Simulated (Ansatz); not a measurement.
GaAs:
```cif
data_AsGa
_chemical_formula_sum 'Ga1 As1'
_space_group_name_H-M_alt 'P4/mmm'
_space_group_IT_number 123
_space_group_name_Hall '-P 4 2'
_cell_length_a 2.67567
_cell_length_b 2.67567
_cell_length_c 5.46654
_cell_angle_alpha 90.000
_cell_angle_beta 90.000
_cell_angle_gamma 90.000
loop_
_atom_site_label
_atom_site_type_symbol
_atom_site_symmetry_multiplicity
_atom_site_Wyckoff_symbol
_atom_site_fract_x
_atom_site_fract_y
_atom_site_fract_z
_atom_site_occupancy
Ga1 Ga 1 b 0.00000 0.00000 0.50000 1
As1 As 1 a 0.00000 0.00000 0.00000 1
```

Relaxed with r²SCAN.

Q: Tabulate the valence density and the electron localisation function along the shortest As–As contact (2.68 Å), r²SCAN (plane waves, PAW; program Ansatz).

A: 

| distance from As (Å) | density (e/Å³) | ELF |
|---|---|---|
| 0.27 | 24.83 | 0.09 |
| 0.40 | 11.51 | 0.18 |
| 0.54 | 4.14 | 0.35 |
| 0.67 | 1.45 | 0.53 |
| 0.80 | 0.76 | 0.62 |
| 0.94 | 0.57 | 0.64 |
| 1.07 | 0.45 | 0.63 |
| 1.20 | 0.39 | 0.60 |
| 1.34 | 0.36 | 0.59 |
| 1.47 | 0.39 | 0.60 |
| 1.61 | 0.45 | 0.63 |
| 1.74 | 0.57 | 0.64 |
| 1.87 | 0.76 | 0.62 |
| 2.01 | 1.45 | 0.53 |
| 2.14 | 4.14 | 0.35 |
| 2.27 | 11.51 | 0.18 |
| 2.41 | 24.83 | 0.09 |

The density is the valence pseudo-density with augmentation charge, so density and ELF within about 1 Å of a nucleus are not all-electron values.

The first step of the workflow began from a Materials Project structure, measured or hypothetical; the Crystallography Open Database copy checked does not list it. It is not the phase usual at ambient conditions (space group No. 216). The r²SCAN relaxation kept the symmetry of its start; of distortions, only those at the zone centre were tested.

Potentials: the earlier of the program's two PAW sets.
